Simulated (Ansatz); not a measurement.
# Relaxing a structure of Sr

The start is a generated cell, Sr built in the beta-Sn structure type. The cell and all atomic positions are relaxed at zero pressure with r2SCAN (plane waves to 500 eV, PAW, scalar-relativistic; Ansatz, a first-principles code). The first steps use a coarse 9×9×9 k-mesh.

Initial structure:
```yaml
crystal:
  lattice:
    - [-3.78131, 3.78131, 2.06313]
    - [3.78131, -3.78131, 2.06313]
    - [3.78131, 3.78131, -2.06313]
  atoms:
    - { symbol: Sr, position: [0.75000, 0.25000, 0.50000] }
    - { symbol: Sr, position: [0.00000, 0.00000, 0.00000] }
```

Task: By how much does the energy per atom fall from start to end?

Result: Under 0.01 eV/atom.

Task: How does the volume change?

Result: -5.7 %, from 59.00 to 55.66 Å³/atom.

Task: What band gap does the relaxed structure have at this level?

Result: Zero (metallic).

Task: Give the final cell and atomic positions.

Result: 
Space group I4₁/amd, origin choice 1 (No. 141); a = 7.4358 Å, b = 7.4358 Å, c = 4.0265 Å, α = 90.00°, β = 90.00°, γ = 90.00°

```csv
atom,site,symmetry,x,y,z
Sr,4a,-4m2,0.0000,0.0000,0.0000
```
(The calculation used a cell of 2 atoms; values per cell refer to that cell.)

The space group stays I4₁/amd (No. 141) (the run could not lower it); the end is AFLOW prototype A_tI4_141_a (A5, as in Sn), with 2 atoms in the primitive cell. Final values are on a 13×13×13 k-mesh of the relaxed cell. No spin polarisation in the result.

The run could not lower the symmetry of its start; a shaken copy of this end point relaxes with r2SCAN to I4/mmm (No. 139) at a tolerance of 0.01 Å, Fm-3m (No. 225) at 0.1 Å, 0.25 eV/atom lower.

The relaxed structure here is a generated cell of Sr: the first start was made by placing the elements on the sites of a structure type, and the end was not matched to a known phase here, so it may be hypothetical. Known forms of Sr include space group No. 225.
